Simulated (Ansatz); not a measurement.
InP:
```
CELL_PARAMETERS angstrom
      4.13899     0.00000     0.00000
     -2.06950     3.58447     0.00000
      0.00000     0.00000     9.35163
ATOMIC_POSITIONS crystal
  In 0.50055 0.00000 0.66667
  In 0.00000 0.50055 0.33333
  In 0.49945 0.49945 0.00000
  P  0.50029 0.00000 0.16667
  P  0.00000 0.50029 0.83333
  P  0.49971 0.49971 0.50000
```

Relaxed with r²SCAN. Independent-particle spectrum: no excitons, no local fields, no scissors shift; 0.1 eV broadening; ε₁ of the summed bands alone.

**Question.** Tabulate the dielectric function from DFT-r²SCAN in the program Ansatz with PAW potentials.

**Answer.** 

```tsv
E (eV)	ε₁ xx	ε₂ xx	ε₁ zz	ε₂ zz
0.0	12.85	0.00	16.27	0.00
0.4	13.05	0.00	17.56	0.67
0.8	13.72	0.10	16.33	2.29
1.2	15.00	0.52	16.65	2.17
1.6	16.18	1.54	18.29	2.21
2.0	18.69	2.14	22.29	2.59
2.4	24.34	6.40	35.60	8.67
2.8	17.13	27.22	8.25	44.95
3.2	7.20	17.95	7.98	16.61
3.6	4.46	18.56	-1.43	27.69
4.0	4.29	19.78	-2.87	17.88
4.4	1.05	20.45	-4.72	15.71
4.8	-5.99	13.00	-5.40	10.99
5.2	-6.07	9.75	-7.22	9.74
5.6	-4.64	7.47	-5.01	7.43
6.0	-5.12	6.73	-5.92	6.00
6.4	-4.26	5.02	-4.71	5.42
6.8	-3.04	4.17	-4.35	3.60
7.2	-2.81	4.21	-3.60	3.14
7.6	-3.01	3.98	-3.25	2.76
8.0	-2.94	3.27	-2.29	2.27
8.4	-2.98	2.82	-2.85	2.60
8.8	-2.71	2.37	-2.50	1.96
9.2	-2.44	1.88	-2.23	1.74
9.6	-2.27	1.47	-2.13	1.25
10.0	-1.90	1.13	-1.73	1.05
10.4	-1.60	0.94	-1.44	0.86
10.8	-1.32	0.85	-1.21	0.88
11.2	-1.15	0.77	-1.10	0.83
11.6	-0.96	0.67	-0.99	0.74
12.0	-0.80	0.72	-0.89	0.69
```

With all bands, ε∞ without local fields is 13.0 (xx = yy), 16.4 (zz).

Space group P6_222. The start of the workflow was typed in or built on a structure type; neither database checked (COD, Materials Project) lists it. It is not the phase usual at ambient conditions (space group No. 216). The r²SCAN relaxation kept the symmetry of its start; its stability against distortions is not shown here. Spin–orbit coupling is left out wherever it is not named.

Potentials: the earlier of the program's two PAW sets.
